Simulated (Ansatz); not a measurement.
**Rh, A15: geometry optimisation**

These are results of DFT, PBEsol, plane waves (420 eV) with PAW, scalar-relativistic in Ansatz 0.2.0, not measurements. (PAW data from PBE, frozen cores regenerated.)

k-point mesh 6×6×6, Fermi-Dirac smearing 0.1 eV, no spin polarisation. Cell and atoms relax.

Starting structure:

```
CELL_PARAMETERS angstrom
4.79161 0.00000 0.00000
0.00000 4.79161 0.00000
0.00000 0.00000 4.79161
ATOMIC_POSITIONS crystal
Rh 0.00000 0.00000 0.00000
Rh 0.50000 0.50000 0.50000
Rh 0.25000 0.00000 0.50000
Rh 0.75000 0.00000 0.50000
Rh 0.50000 0.25000 0.00000
Rh 0.50000 0.75000 0.00000
Rh 0.00000 0.50000 0.25000
Rh 0.00000 0.50000 0.75000
```

**Question.** The pressure at the start is 5.0 GPa. By how much does the volume change?

**Answer.** From 13.75 to 14.00 Å³ per atom, 1.8 %. The final cell has a = 4.820 Å.

**Question.** How much energy does the relaxation gain?

**Answer.** 3.7 meV per atom.

Path of the relaxation (the plane waves are chosen anew near the end, which can shift the energy a little):

```csv
step,E − E(final) (meV/atom),V (Å³/atom),P (GPa),max force (eV/Å)
0,3.72,13.752,4.95,0.000
1,2.92,14.209,-3.90,0.000
2,0.17,14.004,-0.15,0.000
3,0.16,13.996,0.00,0.000
4,0.00,13.996,0.00,0.000
```
